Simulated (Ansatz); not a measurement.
A geometry of Bi2Se3 away from equilibrium: step 2 of the relaxation of a generated cell, Bi2Se3 built in the A-La2O3 structure type. All values below come from PBE (plane waves to 420 eV, PAW, scalar-relativistic; Ansatz, an electronic-structure program). Γ-centred k-mesh 6×6×3 on the run's cell (coarser than for final values), Fermi–Dirac smearing 0.05 eV. The plane waves were selected for a different cell earlier on the path.

```
Bi2Se3
1.0
    4.84168     0.00000     0.00000
   -2.42084     4.19302     0.00000
    0.00000     0.00000     7.41780
Bi Se
2 3
Direct
  0.33333   0.66667   0.22031
  0.66667   0.33333   0.77969
  0.00000   0.00000   0.00000
  0.33333   0.66667   0.63651
  0.66667   0.33333   0.36349
```

### Question
Give the Cartesian forces on all atoms (eV/Å).

### Answer
```
atom    Fx    Fy     Fz
----  ----  ----  -----
Bi1   0.00  0.00   0.50
Bi2   0.00  0.00  -0.50
Se3   0.00  0.00   0.00
Se4   0.00  0.00   0.29
Se5   0.00  0.00  -0.29
```

The path ends in P-3m1 (No. 164). No spin polarisation in the result.

The run could not lose the symmetry of its start, so the end can be a saddle point.

The end of the path is a generated cell of Bi2Se3: the first start was made by placing the elements on the sites of a structure type, and the end was not matched to a known phase here, so it may be hypothetical. Known forms of Bi2Se3 include space group No. 166.
